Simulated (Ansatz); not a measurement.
## Data sheet: Re (DFT)

Re:
```cif
data_Re2
_chemical_formula_sum 'Re2'
_space_group_name_H-M_alt 'P 1'
_space_group_IT_number 1
_cell_length_a 3.79169
_cell_length_b 3.79169
_cell_length_c 3.79169
_cell_angle_alpha 96.768
_cell_angle_beta 96.768
_cell_angle_gamma 139.845
loop_
_space_group_symop_operation_xyz
  'x, y, z'
loop_
_atom_site_label
_atom_site_type_symbol
_atom_site_fract_x
_atom_site_fract_y
_atom_site_fract_z
_atom_site_occupancy
Re1 Re 0.75000 0.25000 0.50000 1
Re2 Re 0.00000 0.00000 0.00000 1
```

Space group I4_1/amd (No. 141), β-Sn type; conventional cell a = b = 5.0364 Å, c = 2.6033 Å, α = β = γ = 90.00°.

Method: plane-wave PAW PBE (Ansatz code). Geometry: relaxed at this level of theory. Other levels are named where they apply.

**Cell and energy**

Volume per atom: 16.51 Å³
Density: 18.73 g/cm³

**Electronic structure**

Electronic character: metallic (no gap)
Density of states at the Fermi level: 1.0 states/eV per atom (mean over ±0.08 eV)
Gap with spin–orbit coupling: none (metallic)

**Mechanics**

Bulk modulus (Birch–Murnaghan fit): 286 GPa
Pressure derivative B′: 4.4

**Phonons**

Highest zone-centre frequency: 93 cm⁻¹
Zone-centre stability: no imaginary mode at Γ

A made-up cell: these elements were put on the sites of a structure type; neither database checked (COD, Materials Project) lists it. It is not the phase usual at ambient conditions (space group No. 194). The PBE relaxation kept the symmetry of its start. No spin polarisation was allowed. As this level gives no gap, phonon frequencies hold no LO–TO term and depend on the k-mesh and smearing (Fermi–Dirac, 0.1 eV here). Axis ratios of metals converge slowly with the k-mesh, so a and c are less sure than the volume. Spin–orbit coupling is left out wherever it is not named.

Potentials: the later of the program's two PAW sets.
